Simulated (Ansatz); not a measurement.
InO:
```
InO
1.0
    3.72573     0.00000     0.00000
   -1.86286     3.22658     0.00000
    0.00000     0.00000    11.17267
In O
4 4
Cartesian
  0.00000   2.15105   1.39058
  1.86286   1.07553   6.97692
  1.86286   1.07553   9.78208
  0.00000   2.15105   4.19575
  0.00000   2.15105   6.44985
  1.86286   1.07553   0.86352
  1.86286   1.07553   4.72282
  0.00000   2.15105  10.30915
```

Relaxed with PBE+D3(BJ). Special points in fractions of this cell's reciprocal vectors: Γ (0.000, 0.000, 0.000); M (0.500, 0.000, 0.000); K (0.333, 0.333, 0.000); A (0.000, 0.000, 0.500); L (0.500, 0.000, 0.500); H (0.333, 0.333, 0.500).

Problem. List the band energies nearest the Fermi level at these points for the program Ansatz at the PBE+D3(BJ) level (PAW).

Solution. In eV from the Fermi level; about four levels below and three above (degenerate sets whole), none deeper than 8.9 eV; points with the same levels are listed once.

```
k                    below                above
-  -----------------------  -------------------
Γ  -2.25 -2.25 -0.74 -0.54       2.27 4.41 4.94
M  -2.68 -2.26 -0.96 -0.03       1.79 2.75 3.52
K  -2.21 -2.21 -0.26 -0.26  3.22 3.29 4.35 4.35
A  -2.27 -2.27 -2.27 -2.27  1.27 1.27 4.77 4.77
L  -2.82 -2.82 -0.39 -0.39  2.21 2.21 3.68 3.68
H  -2.53 -2.53 -0.22 -0.22  3.26 3.26 4.11 4.11
```

Space group P6_3/mmc. A made-up cell: these elements were put on the sites of a structure type; neither database checked (COD, Materials Project) lists it. Whether it is the stable phase at ambient conditions was not checked. Symmetry was held in the PBE+D3(BJ) relaxation; its stability against distortions is not shown here. Spin–orbit coupling is left out wherever it is not named.

Potentials: the earlier of the program's two PAW sets.
